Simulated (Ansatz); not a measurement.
SnO₂ (rutile)

```
CELL_PARAMETERS angstrom
      4.76919     0.00000     0.00000
      0.00000     4.76919     0.00000
      0.00000     0.00000     3.21201
ATOMIC_POSITIONS crystal
  Sn 0.00000 0.00000 0.00000
  Sn 0.50000 0.50000 0.50000
  O  0.30628 0.30628 0.00000
  O  0.80628 0.19372 0.50000
  O  0.19372 0.80628 0.50000
  O  0.69372 0.69372 0.00000
```

The relaxed cell is deformed in two ways at once: its volume V is scaled, and at that volume it is stretched along z (the c axis of the conventional cell) so that c/a changes. Fractional atomic positions are held.

All values below come from PBEsol (plane waves to 420 eV, PAW, scalar-relativistic; Ansatz, a quantum-chemistry and plane-wave program). k mesh 7×7×10 (Γ-centred), Fermi-Dirac smearing 0.05 eV. Stress and pressure are positive under compression. As the atoms are clamped, bonds stretch with the cell, which overstates energies and stresses. SnO2 was relaxed with its symmetry unable to fall.

Changes of σzz (GPa) from the point V/V₀ = 1.000, (c/a)/(c/a)₀ = 1.000 when one coordinate moves alone (two changes are said to add if the coupling is within 5 % of the smaller one, nearly so within 20 %):

```
point                               change
----------------------------------  ------
V/V₀ = 1.000, (c/a)/(c/a)₀ = 0.920   17.50
V/V₀ = 1.000, (c/a)/(c/a)₀ = 0.947   10.98
V/V₀ = 1.000, (c/a)/(c/a)₀ = 0.973    5.16
V/V₀ = 0.960, (c/a)/(c/a)₀ = 1.000   10.76
V/V₀ = 0.973, (c/a)/(c/a)₀ = 1.000    6.89
V/V₀ = 0.987, (c/a)/(c/a)₀ = 1.000    3.31
V/V₀ = 1.013, (c/a)/(c/a)₀ = 1.000   -3.07
V/V₀ = 1.027, (c/a)/(c/a)₀ = 1.000   -5.91
V/V₀ = 1.040, (c/a)/(c/a)₀ = 1.000   -8.53
V/V₀ = 1.000, (c/a)/(c/a)₀ = 1.027   -4.54
V/V₀ = 1.000, (c/a)/(c/a)₀ = 1.053   -8.51
V/V₀ = 1.000, (c/a)/(c/a)₀ = 1.080  -11.94
```

Q: What is the change at V/V₀ = 0.973, (c/a)/(c/a)₀ = 1.080, where both move, and how far is it from the sum?

A: The sum of the single changes is 6.89 + (-11.94) = -5.05; the calculation gives -6.27, so the coupling contributes -1.22 (under 20 % of the smaller single change, nearly additive).

Q: What is the change at V/V₀ = 1.040, (c/a)/(c/a)₀ = 1.080, where both move, and how far is it from the sum?

A: The sum of the single changes is -8.53 + (-11.94) = -20.47; the calculation gives -18.84, so the coupling contributes 1.63 (under 20 % of the smaller single change, nearly additive).

Q: What is the change at V/V₀ = 1.040, (c/a)/(c/a)₀ = 0.947, where both move, and how far is it from the sum?

A: The sum of the single changes is -8.53 + (10.98) = 2.45; the calculation gives 1.18, so the coupling contributes -1.27 (under 20 % of the smaller single change, nearly additive).

(Under strain, the slope of the energy per volume gives the stress and its curvature an elastic modulus.)
